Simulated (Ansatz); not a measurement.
WO:
```
CELL_PARAMETERS angstrom
      4.11882     0.00000     0.00000
      0.00000     4.11882     0.00000
      0.00000     0.00000     4.11882
ATOMIC_POSITIONS crystal
  W  0.00000 0.50000 0.50000
  W  0.50000 0.00000 0.50000
  W  0.50000 0.50000 0.00000
  O  0.50000 0.00000 0.00000
  O  0.00000 0.50000 0.00000
  O  0.00000 0.00000 0.50000
```
The run is spin-polarised; directions of the spins, atom by atom: 0 0 0 0 0 0.

Relaxed with r²SCAN.

### Question
Map the valence electron density (e/Å³), cut off at 4 on the plane through (0.000, 0.500, 0.500) spanned by u = [1, 0, 0] and v = [0, 1, 0] in lattice vectors, from plane-wave PAW r²SCAN (Ansatz code).

### Answer
x is the fraction of u, y of v (the angle between them is 90°; rows are the nearest grid lines); atoms in the plane: W at (0.00, 0.00), W at (0.50, 0.50), O at (0.00, 0.50).
```
|9999410000000000149999|
|9998310000000000138999|
|9996210000000000126999|
|9863100000000000013689|
|3321000000000000001233|
|1110000000000000000111|
|1110000011221100000111|
|3211000135665310001123|
|7642101269999621012467|
|9973111499999941113799|
|9994212699999962124999|
|9994212699999962124999|
|9973111499999941113799|
|7642101269999621012467|
|3211000135665310001123|
|1110000011221100000111|
|1110000000000000000111|
|3321000000000000001233|
|9863100000000000013689|
|9996210000000000126999|
|9998310000000000138999|
|9999410000000000149999|
```
Scale: ten equal steps from 0.166 (start of '0') to 4.00 (end of '9'), in the order '0123456789'; x runs from 0.000 to 1.00, y from 0.000 (bottom) to 1.00 (top).

The density is the valence pseudo-density with augmentation charge, so density and ELF within about 1 Å of a nucleus are not all-electron values.

Space group Pm-3m. The start of the workflow was typed in or built on a structure type; neither database checked (COD, Materials Project) lists it. Its standing as an ambient phase is unchecked. The r²SCAN relaxation kept the symmetry of its start; its stability against distortions is not shown here. The final state is ferromagnetic, the only order run, not a proven ground state. Other orbital occupations within this spin state were not tried. No Hubbard U is applied. Scalar-relativistic: spin–orbit coupling is off unless named, which matters more the heavier the elements.

Potentials: the earlier of the program's two PAW sets. The files were generated under PBE; for other functionals the program regenerates the frozen cores, and for LDA and PBEsol the local potential too.
